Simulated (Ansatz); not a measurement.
Relaxed GaN (wurtzite):

```yaml
crystal:
  lattice:
    - [3.18312, 0.00000, 0.00000]
    - [-1.59156, 2.75667, 0.00000]
    - [0.00000, 0.00000, 5.18363]
  atoms:
    - { symbol: Ga, position: [0.66667, 0.33333, 0.00099] }
    - { symbol: Ga, position: [0.33333, 0.66667, 0.50099] }
    - { symbol: N, position: [0.66667, 0.33333, 0.62421] }
    - { symbol: N, position: [0.33333, 0.66667, 0.12421] }
```

Computed with r2SCAN (plane waves to 500 eV, PAW, scalar-relativistic; Ansatz, an electronic-structure program). k mesh 10×10×5 (Γ-centred), Fermi-Dirac smearing 0.05 eV. GaN was relaxed with its symmetry unable to fall.

One atom of the cell was then moved (with its periodic images), all else fixed, and the forces (eV/Å) came out as:

```
atom      Fx      Fy      Fz
----  ------  ------  ------
Ga1   -0.010  -0.009  -0.188
Ga2    0.305   0.284   0.454
N3    -0.273  -0.252  -0.102
N4    -0.022  -0.023  -0.163
```

Question: Which atom was moved, and by which vector (Å)?

Answer: Ga2, by (-0.02, -0.02, -0.02), 0.04 Å in all.

(A displaced cell: forces are minus the slopes of the energy, force constants its curvatures, and phonons follow from these.)
